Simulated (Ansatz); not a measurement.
A geometry of Nb away from equilibrium: step 2 of the relaxation of a relaxed Nb cell, doubled along one cell vector, shaken by Gaussian noise of σ = 0.08 Å a coordinate. Level of theory: PBEsol (plane waves to 420 eV, PAW, scalar-relativistic; Ansatz, a first-principles code). Γ-centred k-mesh 14×14×7 on the run's cell (coarser than for final values), Fermi–Dirac smearing 0.05 eV.

```xyz
2
Lattice="-1.6380 1.6399 1.6361 1.6398 -1.6379 1.6358 3.2680 3.2677 -3.2681" Properties=species:S:1:pos:R:3:forces:R:3 pbc="T T T" free_energy=-8990.896 pressure_GPa=0.0
Nb    -0.1063    -0.0395    -0.0818   -0.0141   -0.0373    0.3445
Nb     1.5277     1.5857    -1.6388    0.0141    0.0373   -0.3445
```

Positions in Å, forces in eV/Å, free energy of the cell in eV (comparable only within this code, potentials and settings). Largest force: 0.35 eV/Å, on Nb1, Nb2 (atoms numbered as listed); the geometry lies 0.01 eV/atom above the end of its relaxation.

No spin polarisation in the result.

The run could not lose the symmetry of its start.
